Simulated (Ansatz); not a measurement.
Starting cell, LiNbO3 (space group R-3):

```xyz
10
Lattice="2.5728 1.4854 4.6193 -2.5728 1.4854 4.6193 0.0000 -2.9708 4.6193" Properties=species:S:1:pos:R:3 pbc="T T T"
Li     0.0000     0.0000     4.9437
Li     0.0000     0.0000     8.9143
Nb     0.0000     0.0000     1.9971
Nb     0.0000     0.0000    11.8610
O     -0.8753    -1.6823     8.0222
O      0.8753     1.6823     5.8359
O     -1.0193     1.5991     8.0222
O      1.0193    -1.5991     5.8359
O      1.8945     0.0831     8.0222
O     -1.8945    -0.0831     5.8359
```

A phonon eigenvector at Γ is frozen into this cell: atom i moves by Q times the vector below, so Q is the largest atomic displacement, in Å. The cell is held. It is one choice among 2 degenerate patterns.

| atom | x | y | z |
|---|---|---|---|
| Li1 | 0.165 | 0.155 | 0.000 |
| Li2 | 0.165 | 0.155 | 0.000 |
| Nb3 | -0.010 | 0.329 | 0.000 |
| Nb4 | -0.010 | 0.329 | 0.000 |
| O5 | 0.031 | -0.994 | 0.105 |
| O6 | 0.031 | -0.994 | 0.105 |
| O7 | 0.268 | -0.463 | -0.680 |
| O8 | 0.268 | -0.463 | -0.680 |
| O9 | -0.311 | -0.523 | 0.575 |
| O10 | -0.311 | -0.523 | 0.575 |

Method: LDA (plane waves to 420 eV, PAW, scalar-relativistic; Ansatz, a quantum-chemistry and plane-wave program). k mesh 8×8×8 (Γ-centred), Fermi-Dirac smearing 0.05 eV. LiNbO3 is run without spin polarisation. LiNbO3 was relaxed with its symmetry unable to fall. This is one of several known forms of LiNbO3; the measured ambient cells at hand have space group No. 161. 

| Q (Å) | −dE/dQ from forces (eV/Å) |
|---|---|
| -0.100 | 2.500 |
| -0.083 | 2.057 |
| -0.067 | 1.629 |
| -0.050 | 1.211 |
| -0.033 | 0.803 |
| -0.017 | 0.400 |
| 0.000 | 0.000 |
| 0.017 | -0.400 |
| 0.033 | -0.803 |
| 0.050 | -1.211 |
| 0.067 | -1.629 |
| 0.083 | -2.057 |
| 0.100 | -2.500 |

Task: What harmonic wavenumber does the curvature at Q = 0 give?

Result: 256 cm⁻¹. E″ = 23.97 eV/Å², M = Σ mᵢ|uᵢ|² = 99.2 u, ν̃ = 521.5·√(|E″|/M).

(A displaced cell: forces are minus the slopes of the energy, force constants its curvatures, and phonons follow from these.)
